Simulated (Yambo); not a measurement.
Yambo run on BaO2 (space group I4/mmm, No. 139). The wavefunctions are PBEsol (pw.x of Quantum ESPRESSO, ONCV potentials, without SOC) ones on a 4×4×4 mesh (11 occupied bands); a = b = c = 4.301 Å, α = β = 128.00°, γ = 76.63°.

Yambo input:

```
rim_cut
HF_and_locXC
RandQpts= 1000000
RandGvec= 1 Ry
EXXRLvcs= 84 Ry
VXCRLvcs= 336 Ry
% QPkrange
 1 | 1 | 11 | 12 |
 3 | 3 | 11 | 12 |
 6 | 6 | 11 | 12 |
 8 | 8 | 11 | 12 |
 13 | 13 | 11 | 12 |
%
```

k points by index: 1 = Γ, 3 = X, 6 = N, 8 = P, 13 = Z.

Resulting energies as the program prints them:

```
#    K-point    Band    Eo [eV]    Ehf [eV]    Vxc [eV]    Vnlxc [eV]
#
    1    11    -1.209649    -6.933225    -17.62049    -23.34407
    1    12    3.270356    8.221224    -9.788426    -4.837558
    3    11    -0.263119    -5.940724    -19.30062    -24.97822
    3    12    4.852756    12.46227    -20.18672    -12.57721
    6    11    -0.401318    -6.105666    -19.24626    -24.95061
    6    12    3.147061    8.988576    -15.83411    -9.992598
    8    11    -1.269863    -6.836409    -17.29138    -22.85793
    8    12    3.546304    9.973041    -17.71570    -11.28896
    13    11    0.000000    -5.706005    -19.94390    -25.64991
    13    12    2.069786    6.704551    -9.223660    -4.588894
```
Exchange alone, without screening.

Geometry relaxed with PBEsol.
